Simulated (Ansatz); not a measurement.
C2SeN2: input, output and frames of a trajectory

Theory: Ansatz 0.2.0, DFT PBE+D3(BJ), scalar-relativistic, plane waves, PAW. The runs took a 420 eV cutoff, a shifted (0.5, 0.5, 0.0 steps) 2×2×1 mesh and Fermi–Dirac smearing (0.1 eV). The mesh is coarse. No spin polarisation.

20 atoms, starting at 1.06 times the perfect crystal's volume (space group Cmce); Langevin thermostat at 1200 K (friction 0.02 fs⁻¹), fixed cell; 262 steps of 2 fs. The run is short and not equilibrated.

Self-consistency was reached.

It took 13 min on 4 threads of Arm Neoverse V1, on a shared host, peak memory 0.76 GiB.

Command:
```bash
ansatz run input.yaml --threads 4 --pin off --max-ram 9216MiB --backend cpu --events-out ev --progress --plain --runs-dir out
```

Input:
```yaml
crystal:
  lattice:
    - [4.5000719728, -3.6780265765, 0.0]
    - [4.5000719728, 3.6780265765, 0.0]
    - [0.0, 0.0, 13.3108577061]
  atoms:
    - { symbol: C, position: [1.0277518564, 0.3366444904, 0.6397325466] }
    - { symbol: C, position: [0.1550737503, 1.038356936, 0.3054845859] }
    - { symbol: C, position: [0.7042561178, 0.5670430092, 0.1284738438] }
    - { symbol: C, position: [0.4516365417, 0.8612000676, 0.8878495037] }
    - { symbol: C, position: [-0.0920876052, 0.7786711308, 0.3877825174] }
    - { symbol: C, position: [0.6583082994, 0.1803926455, 0.6287827185] }
    - { symbol: C, position: [0.1269949677, 0.537558238, 0.8964057232] }
    - { symbol: C, position: [0.4604678879, 0.2607574596, 0.0665232584] }
    - { symbol: Se, position: [0.7207401717, 0.4865927717, 0.6416196626] }
    - { symbol: Se, position: [0.229620842, 0.757801035, 0.3728253571] }
    - { symbol: Se, position: [0.7618387491, 0.2544984043, 0.099523946] }
    - { symbol: Se, position: [0.2136478244, 0.7771048901, 0.9618564281] }
    - { symbol: "N", position: [0.2218268312, 0.2999597011, 0.6588052311] }
    - { symbol: "N", position: [0.0551188773, 0.2212674685, 0.2910366593] }
    - { symbol: "N", position: [0.6478682025, 0.744166028, 0.1671703029] }
    - { symbol: "N", position: [0.5711848901, 0.9426696776, 0.8324329277] }
    - { symbol: "N", position: [0.717455081, 0.842098368, 0.417094694] }
    - { symbol: "N", position: [0.6365032703, 0.9753713696, 0.628243006] }
    - { symbol: "N", position: [0.1428699535, 0.3588662348, 0.8596826794] }
    - { symbol: "N", position: [0.2625194589, 0.2520151924, 0.0480167821] }
basis:
  ecutwfc: 420
kpoints:
  mp_grid: { grid: [2, 2, 1], shift: [0.5, 0.5, 0.0] }
hamiltonian:
  xc: pbe
  dispersion: d3bj
scf:
  occupations: { method: fermi_dirac, width: 0.1034 }
  lower_state_search: "off"
  convergence: { dr2_threshold: 1.0e-07 }
output:
  forces: true
  stress: true
md:
  timestep: 2.0
  n_steps: 262
  ensemble: nvt_langevin
  temperature: 1200.0
  initial_velocities: maxwell_boltzmann
  seed: 92225
  friction: 0.02
```

Output (its end):
```
...
  atom  20  N      3.53562233    -0.92616230     0.73798346
  max |Σ_I F_I| component: 1.09e-4 eV/Å
--- Stress (GPa, compression-positive) ---
       -2.643978       0.428572      -1.976643
        0.428572       0.498487      -2.083798
       -1.976644      -2.083798      -0.076370
  P = ⅓ Tr σ = -0.7406 GPa (-7.406 kbar)
--- Band table (eV) ---
  k-point 0: bands = ["-48.4954", "-48.4571", "-48.2582", "-48.2476", "-48.2327", "-48.1727", "-48.1514", "-48.1304", "-48.1041", "-47.9926", "-47.9108", "-47.9105", "-47.8583", "-47.8339", "-47.7876", "-47.5124", "-47.5104", "-47.2092", "-47.1475", "-47.0691", "-17.5138", "-17.3097", "-17.0645", "-16.8536", "-16.7644", "-16.4663", "-16.0309", "-15.4557", "-15.0106", "-14.3788", "-14.3122", "-12.7230", "-8.1893", "-7.7869", "-7.6220", "-6.6139", "-6.4188", "-5.8271", "-5.4501", "-4.7701", "-4.4430", "-4.0478", "-3.9453", "-3.7738", "-3.6731", "-3.5569", "-3.5294", "-3.3662", "-3.3222", "-3.1777", "-3.0414", "-2.9294", "-2.8814", "-2.7129", "-2.6961", "-2.5945", "-2.4630", "-2.2820", "-2.1864", "-2.1035", "-2.0088", "-1.7645", "-1.5324", "-1.4098", "-0.7293", "-0.5098", "-0.3638", "0.3215", "2.5838", "2.9501", "3.1010", "3.4813", "3.8641", "3.9446", "4.2202", "4.3481", "4.6045", "4.7195", "4.9311", "5.1608", "5.3913", "5.5160", "5.7938", "6.0510", "6.1061", "6.1674", "6.5246", "6.7443"]
  k-point 1: bands = ["-48.4954", "-48.4571", "-48.2582", "-48.2476", "-48.2327", "-48.1727", "-48.1514", "-48.1304", "-48.1041", "-47.9926", "-47.9108", "-47.9105", "-47.8583", "-47.8339", "-47.7876", "-47.5124", "-47.5104", "-47.2092", "-47.1475", "-47.0691", "-17.5097", "-17.3109", "-17.0631", "-16.8570", "-16.7662", "-16.4667", "-16.0294", "-15.4586", "-15.0104", "-14.3791", "-14.3109", "-12.7214", "-8.1890", "-7.7883", "-7.6224", "-6.6082", "-6.3953", "-5.8687", "-5.4606", "-4.7596", "-4.4493", "-4.0001", "-3.8672", "-3.7684", "-3.7121", "-3.6215", "-3.5035", "-3.3989", "-3.3392", "-3.1818", "-3.0096", "-2.9209", "-2.8485", "-2.7279", "-2.6349", "-2.4951", "-2.4932", "-2.3217", "-2.2610", "-2.1591", "-2.0472", "-1.7573", "-1.5531", "-1.3791", "-0.6838", "-0.5424", "-0.3893", "0.3138", "2.6060", "2.9842", "3.1562", "3.3556", "3.8095", "4.0367", "4.2445", "4.4017", "4.6295", "4.7487", "4.9380", "5.1822", "5.2909", "5.6623", "5.8688", "5.9639", "6.1371", "6.2607", "6.5507", "6.6166"]
--- MD trajectory: 262 steps, t = 0.0 → 524.0 fs ---
  final state: T = 1207.7 K   F+E_penalty+E_count = -26941.19587213 eV   E_kin = 3.122028 eV
```

Frames along the run (Å, eV/Å; dE is the potential energy from the first frame):

```xyz
20
Lattice="4.500 -3.678 0.000 4.500 3.678 0.000 0.000 0.000 13.311" Properties=species:S:1:pos:R:3:forces:R:3 pbc="T T T" time_fs=0.00 dE_eV=0.0000 T_K=1140
C     6.140   -2.542    8.515   -1.312    2.880   -0.393
C     5.371    3.249    4.066   -1.658   -4.498    1.683
C     5.721   -0.505    1.710   -1.540   -1.939   -0.722
C     5.908    1.506   11.818   -0.010    0.010   -1.373
C     3.090    3.203    5.162    0.464   -0.145    0.460
C     3.774   -1.758    8.370   -4.334   -3.060    0.111
C     2.991    1.510   11.932    2.633    1.166    0.364
C     3.246   -0.735    0.885   -2.607    1.966   -0.415
Se    5.433   -0.861    8.541   -1.485    0.130   -0.405
Se    4.443    1.943    4.963   -0.276   -0.823   -0.156
Se    4.574   -1.866    1.325    0.297   -1.362   -0.256
Se    4.458    2.072   12.803    0.987    1.470    1.551
N     2.348    0.287    8.769    2.360   -2.540    0.384
N     1.244    0.611    3.874    2.391    5.044   -1.645
N     6.264    0.354    2.225    2.047    2.572    1.049
N     6.812    1.366   11.080   -0.354   -0.325    1.077
N     7.018    0.458    5.552   -0.818    0.256   -0.394
N     7.254    1.246    8.362    4.807    2.593   -0.252
N     2.258    0.794   11.443   -3.169   -1.714   -1.848
N     2.315   -0.039    0.639    1.576   -1.680    1.178
20
Lattice="4.500 -3.678 0.000 4.500 3.678 0.000 0.000 0.000 13.311" Properties=species:S:1:pos:R:3:forces:R:3 pbc="T T T" time_fs=58.00 dE_eV=-0.2252 T_K=1187
C     6.450   -2.393    8.617    0.181    0.797   -0.124
C     5.643    3.158    4.482   -2.193   -2.019    1.589
C     5.827   -0.278    1.671    0.212    0.152   -1.396
C     5.632    2.057   11.555    3.135   -3.189   -2.344
C     3.113    3.119    5.396   -4.795    0.994    0.266
C     3.877   -2.293    8.504    0.302    1.629    0.268
C     2.875    1.555   11.804   -9.027   -0.532   -4.229
C     3.076   -0.625    1.358    5.996   -4.398    0.610
Se    5.293   -0.971    8.641   -1.466   -0.728   -0.406
Se    4.532    1.924    5.244   -0.390   -0.134    0.462
Se    4.647   -1.769    1.308   -0.624    1.139    0.850
Se    4.286    2.055   12.782    0.101    0.812    1.439
N     2.816    0.523    8.690    0.974   -0.829   -0.320
N     1.958    0.066    3.954    2.745    2.286   -1.410
N     6.592    0.594    1.443   -0.733   -1.368    0.791
N     6.497    1.434   10.978   -2.553    2.646    2.070
N     6.466   -0.166    5.518    4.606   -1.128   -0.588
N     7.278    1.003    8.552    0.149   -0.908   -0.536
N     1.689    1.440   11.289    8.231    0.483    4.054
N     2.263    0.109    1.154   -4.851    4.295   -1.045
20
Lattice="4.500 -3.678 0.000 4.500 3.678 0.000 0.000 0.000 13.311" Properties=species:S:1:pos:R:3:forces:R:3 pbc="T T T" time_fs=116.00 dE_eV=-0.7317 T_K=1151
C     6.459   -2.566    8.618    1.663   -0.154   -0.954
C     5.566    2.925    4.721    5.227    2.467   -0.454
C     5.988   -0.783    1.138    3.221    4.371    1.999
C     5.282    1.500   11.724    1.922    1.214   -1.827
C     3.167    2.862    5.209   -1.114   -0.338    0.234
C     3.812   -2.419    8.621    2.481    2.891   -0.160
C     2.624    2.165   11.939   -3.788   -2.732   -0.464
C     3.206   -0.610    1.445    0.291    0.346   -0.182
Se    5.233   -1.215    8.402   -0.645    0.662    0.754
Se    4.568    1.641    5.464   -1.320   -0.456   -0.060
Se    4.553   -1.835    1.570    0.024   -1.833   -0.169
Se    4.101    2.158   12.930    1.422    0.792    1.746
N     3.015    0.629    8.421   -0.912   -0.222    0.487
N     2.072   -0.109    4.528   -3.381   -1.731    0.197
N     6.872    0.035    1.349   -3.301   -3.163   -1.200
N     6.208    1.665   11.006   -0.927   -0.991    0.746
N     6.686   -0.199    5.048    0.580    0.054    0.161
N     7.779    0.273    8.454   -2.566   -3.247   -0.252
N     1.561    1.619   11.851    1.759    1.824   -0.726
N     2.327    0.137    1.324   -0.635    0.245    0.123
20
Lattice="4.500 -3.678 0.000 4.500 3.678 0.000 0.000 0.000 13.311" Properties=species:S:1:pos:R:3:forces:R:3 pbc="T T T" time_fs=174.00 dE_eV=-0.0531 T_K=917
C     6.847   -2.268    8.242    3.437   -5.535    1.001
C     5.743    2.644    5.608    4.340    6.117   -0.795
C     6.130   -0.716    1.212   -3.076   -1.813    1.115
C     5.513    1.801   11.590    3.325   -2.593   -1.726
C     3.305    2.797    5.089    4.123   -5.167   -0.152
C     4.229   -2.844    8.599    1.115    0.625    0.039
C     2.616    1.817   12.431   -1.358   -0.138   -2.415
C     3.339   -0.617    1.587   -2.087    1.069   -0.572
Se    5.193   -1.385    8.592    2.488    2.533   -0.289
Se    4.485    1.426    5.332   -0.676   -2.261   -0.234
Se    4.532   -1.987    1.464    2.180    0.652   -0.274
Se    4.253    2.210   13.022    2.700    0.305   -0.108
N     3.178    0.484    8.257   -4.306    5.044   -0.064
N     1.916   -0.012    5.531   -2.557   -4.512    0.434
N     7.014    0.015    1.111    0.972    1.339    0.557
N     6.491    1.329   11.006   -4.536    2.519    2.584
N     7.083   -0.051    5.212   -5.250    5.782    0.337
N     7.961    0.038    8.343   -2.692   -2.654   -0.395
N     1.572    1.821   11.889    0.475   -0.538    0.452
N     2.359    0.039    1.479    1.382   -0.776    0.505
20
Lattice="4.500 -3.678 0.000 4.500 3.678 0.000 0.000 0.000 13.311" Properties=species:S:1:pos:R:3:forces:R:3 pbc="T T T" time_fs=232.00 dE_eV=-0.5640 T_K=1041
C     6.717   -2.899    8.558   -0.753    1.831   -0.004
C     5.903    2.677    5.540   -0.805   -0.600    0.015
C     5.839   -0.485    1.775    2.630    0.375   -1.101
C     5.542    1.577   11.862    2.829    0.947   -4.021
C     2.983    2.699    5.733    5.592   -4.278    0.856
C     4.165   -2.785    8.395    0.853    1.399    0.371
C     2.918    1.915   12.016   -2.660    0.028   -2.139
C     3.432   -0.497    1.629   -4.088    1.544   -1.355
Se    5.379   -1.427    8.608    0.955   -0.727   -0.800
Se    4.388    1.514    5.241    1.049    0.136    1.166
Se    4.676   -1.881    1.475   -0.507    0.199    0.738
Se    4.246    2.021   13.193    2.236    0.033   -0.064
N     3.135    0.090    8.385    0.387   -0.501    0.439
N     2.445   -0.529    5.786   -0.486    0.030   -0.669
N     6.814    0.152    1.568   -1.220   -0.255    0.706
N     6.286    1.596   10.882   -3.201   -0.389    4.543
N     6.724   -0.278    5.321   -5.379    4.621   -1.884
N     8.148   -0.111    8.607   -1.596   -1.894   -0.161
N     1.999    1.897   11.267    1.467   -0.127    1.821
N     2.518    0.250    1.369    2.695   -2.372    1.543
20
Lattice="4.500 -3.678 0.000 4.500 3.678 0.000 0.000 0.000 13.311" Properties=species:S:1:pos:R:3:forces:R:3 pbc="T T T" time_fs=292.00 dE_eV=-0.5206 T_K=1453
C     6.529   -2.988    8.556    0.610    0.755    0.346
C     5.745    2.507    5.627    0.095    0.962   -1.123
C     5.738   -0.268    1.751    1.342   -0.622    0.679
C     5.756    2.037   12.219    2.136   -0.005   -1.698
C     2.989    2.992    4.943   -1.886    0.778    1.972
C     3.952   -3.157    8.617    0.904    2.466   -1.047
C     3.229    1.742   11.833   -2.268    0.582   -1.099
C     3.183   -0.877    1.778   -3.170    3.723   -0.662
Se    5.314   -1.616    8.321   -1.350   -1.894    0.652
Se    4.208    1.568    5.392   -1.227   -0.733   -0.384
Se    4.822   -1.924    1.629   -1.527    1.337    0.416
Se    4.244    2.025   13.329    0.944   -0.112   -0.450
N     2.917    0.116    9.046    0.249   -0.718   -0.825
N     2.133   -0.486    5.318    0.599    0.394    0.525
N     6.656    0.400    2.072   -0.882   -0.455   -0.722
N     6.645    2.023   11.417   -2.079   -0.048    2.218
N     6.483   -0.074    5.161    2.450   -1.456   -0.954
N     7.474   -0.075    8.426   -0.490   -0.795    0.115
N     2.369    1.799   11.021    1.444   -0.147    1.760
N     2.300   -0.019    1.730    4.105   -4.010    0.281
20
Lattice="4.500 -3.678 0.000 4.500 3.678 0.000 0.000 0.000 13.311" Properties=species:S:1:pos:R:3:forces:R:3 pbc="T T T" time_fs=350.00 dE_eV=-0.7143 T_K=1486
C     6.660   -3.117    8.286   -4.169    4.171    1.309
C     5.624    2.745    4.928   -3.440   -1.053    1.112
C     5.948   -0.714    2.116   -0.708   -0.666   -0.777
C     5.898    1.706   12.119    1.664    0.463   -0.159
C     2.610    2.939    5.383   -0.887    3.310   -0.859
C     3.889   -3.042    8.322    3.713    4.169    0.107
C     3.152    1.696   11.771    0.412   -0.044   -0.095
C     3.135   -1.060    1.478    3.315   -2.203    1.173
Se    5.302   -1.732    8.490   -0.107   -1.207   -0.805
Se    4.073    1.706    5.603    0.216    0.464   -1.289
Se    4.673   -2.112    1.942   -0.587    0.133   -0.132
Se    4.332    2.071   13.015    1.442    0.328    1.714
N     2.837   -0.266    7.927    3.132   -3.351   -0.835
N     2.118   -0.446    5.237    1.999    1.212   -0.377
N     6.927   -0.090    2.038    0.217    0.299    0.036
N     7.057    1.771   11.900   -1.320   -0.441   -0.021
N     6.403    0.226    5.169    2.133   -4.009    1.004
N     7.849   -0.348    8.443   -2.839   -3.688    0.295
N     2.217    1.707   11.110   -1.896   -0.343   -1.143
N     2.501   -0.114    1.479   -2.290    2.455   -0.259
20
Lattice="4.500 -3.678 0.000 4.500 3.678 0.000 0.000 0.000 13.311" Properties=species:S:1:pos:R:3:forces:R:3 pbc="T T T" time_fs=408.00 dE_eV=-0.5285 T_K=815
C     6.461   -2.874    7.805    2.976   -1.413   -0.318
C     5.614    3.046    5.015   -1.087   -1.502   -0.680
C     5.946   -1.273    1.988    0.328    0.563   -0.159
C     6.177    1.686   12.148   -2.301   -0.360   -0.713
C     3.006    3.083    5.262   -3.350   -0.263   -0.744
C     3.846   -3.201    8.573    1.316    1.209   -0.355
C     2.906    1.620   11.755    0.280   -1.008   -0.460
C     3.394   -0.856    1.919   -2.896    0.282   -1.318
Se    5.234   -1.916    8.619   -1.911    1.118    0.796
Se    4.181    1.606    5.461    1.976    2.925   -0.697
Se    4.440   -2.312    2.126    0.774   -1.065    0.298
Se    4.430    2.073   12.747    0.056    0.998    1.569
N     3.067    0.453    7.558   -1.692   -0.227    0.027
N     1.754    0.138    4.402   -0.151   -0.265    0.909
N     6.745   -0.454    1.775    0.344   -0.039    0.092
N     7.214    1.272   11.847    1.301   -0.134   -0.316
N     6.428   -0.123    5.013    3.005   -0.626    0.982
N     7.378   -0.065    8.255   -1.177   -0.966    0.268
N     1.809    1.254   11.527    0.817    0.520    0.084
N     2.333   -0.486    1.538    1.391    0.252    0.734
20
Lattice="4.500 -3.678 0.000 4.500 3.678 0.000 0.000 0.000 13.311" Properties=species:S:1:pos:R:3:forces:R:3 pbc="T T T" time_fs=466.00 dE_eV=-0.0315 T_K=1071
C     6.229   -3.213    7.669    6.652   -0.159   -1.601
C     5.496    2.988    4.529   -0.986    1.414    1.438
C     5.849   -1.048    1.733   -3.225   -1.811    0.645
C     5.829    1.208   11.857   -5.048    0.559    1.258
C     2.939    2.782    5.320    1.820   -1.336    0.573
C     3.515   -3.065    8.388   -4.204   -2.151   -0.136
C     2.860    1.405   11.915   -2.596   -0.938   -0.081
C     3.041   -1.354    1.360   -1.641    2.570   -1.101
Se    4.979   -2.013    8.361    0.961    0.422    0.017
Se    4.393    1.574    5.617    0.475    0.948   -1.416
Se    4.340   -2.238    2.146    2.571   -1.093    0.498
Se    4.415    2.104   12.614   -0.258    0.580    0.703
N     2.936    0.298    7.326   -6.743    0.640    1.834
N     1.141    0.487    4.392    0.590   -2.639   -0.172
N     6.753   -0.347    1.662    1.779    1.226   -0.150
N     6.890    1.206   11.484    5.239   -0.677   -1.836
N     7.257    0.229    5.122   -1.657    1.332   -0.310
N     6.921    0.116    8.402    3.331    1.291    0.015
N     1.693    1.163   11.819    2.680    0.607   -0.193
N     2.212   -0.588    1.030    0.259   -0.787    0.014
20
Lattice="4.500 -3.678 0.000 4.500 3.678 0.000 0.000 0.000 13.311" Properties=species:S:1:pos:R:3:forces:R:3 pbc="T T T" time_fs=524.00 dE_eV=-0.4618 T_K=1208
C     6.393   -2.768    7.614   -3.769    1.741    1.672
C     5.371    2.801    4.673    4.933    7.063   -5.583
C     5.712   -0.854    1.857   -0.928   -1.453    0.102
C     5.884    1.355   11.546   -2.090    0.360    1.918
C     3.167    2.888    5.400   -0.283   -0.882   -0.353
C     3.571   -3.098    8.132   -2.327   -2.303    0.268
C     2.929    1.271   11.724   -0.522   -2.065   -2.575
C     3.214   -1.215    1.235   -5.435    2.147   -1.801
Se    4.835   -1.791    8.136    1.335    0.861    0.253
Se    4.673    1.578    5.523   -4.195   -4.046    3.409
Se    4.363   -2.120    2.221    1.683   -0.648    1.042
Se    4.446    2.103   12.713   -0.185   -0.823   -1.739
N     2.630    0.281    7.019    2.567   -1.887   -1.378
N     1.344    0.011    4.020   -0.844   -1.977    1.511
N     6.546   -0.285    1.296    1.153    0.794   -0.061
N     6.731    0.592   11.325    0.597   -0.027   -0.716
N     6.804   -0.093    5.019    0.512   -0.149    0.562
N     7.115   -0.129    8.228    2.120    1.579   -0.290
N     2.284    0.600   10.939    2.141    2.640    3.022
N     2.125   -0.841    0.868    3.536   -0.926    0.738
```